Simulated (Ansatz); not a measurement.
Magnetic orders of Co$_{3}$AuC

These are results of DFT r2SCAN, scalar-relativistic, plane waves, PAW in Ansatz 0.2.0, not measurements.

```cif
data_structure
_symmetry_space_group_name_H-M 'P 1'
_symmetry_Int_Tables_number 1
_cell_length_a 3.8417
_cell_length_b 3.8417
_cell_length_c 3.8417
_cell_angle_alpha 90.000
_cell_angle_beta 90.000
_cell_angle_gamma 90.000
_cell_volume 56.70
loop_
_atom_site_label
_atom_site_type_symbol
_atom_site_fract_x
_atom_site_fract_y
_atom_site_fract_z
_atom_site_occupancy
Au1 Au 0.00000 0.00000 0.00000 1
C1 C 0.50000 0.50000 0.50000 1
Co1 Co 0.50000 0.50000 0.00000 1
Co2 Co 0.50000 0.00000 0.50000 1
Co3 Co 0.00000 0.50000 0.50000 1
```

| Quantity | Value |
| --- | --- |
| plane-wave cutoff | 500 eV |
| Γ-centred k-mesh | 10×10×10 |
| occupation rule | Gaussian smearing, 0.1 eV |
| list of starting moments (μB, in atom order) | 0 0 2 2 2 |
| check for lower electronic states after the SCF | off |

All runs keep this geometry, which stands near equilibrium for the lowest state (largest force there 0.000 eV/Å, pressure -0.2 GPa) and needn't be a stable compound; relaxing each order would shift the differences by some 30 meV/atom, going by the pressures and a bulk modulus of about 150 GPa. Signs run over the atoms with starting moments. r2SCAN tends to overstate moments in metals, so a weak moment here may be absent in the real material. Site moments are spin moments in atom-centred spheres that scale with the neighbour distance. The states are those that the runs reached from these starts; a lower one can exist.

**Question.** Starts tried: no spin; ferromagnetic; ferrimagnetic in the cell, signs ++-. Which state comes out lowest, and what are the moments?

**Answer.** The lowest state is ferromagnetic, reached from the start “ferromagnetic”, with site moments (μB) Co +1.61 (×3).

```
                               start ends energy above lowest (meV/atom) site moments (μB) gap on mesh (eV) P (GPa)
                             no spin non-magnetic                             268                     none over 0.05             metal    -11.2
                       ferromagnetic ferromagnetic                            0.00                      Co +1.61 (×3) metal     -0.2
ferrimagnetic in the cell, signs ++-  ferrimagnetic                             104  Au +0.05, Co +1.52 (×2), Co -1.61             metal      0.1
```

Cost: 3 runs of about 8.1 core-minutes in all, on Arm Neoverse V1 (shared hosts).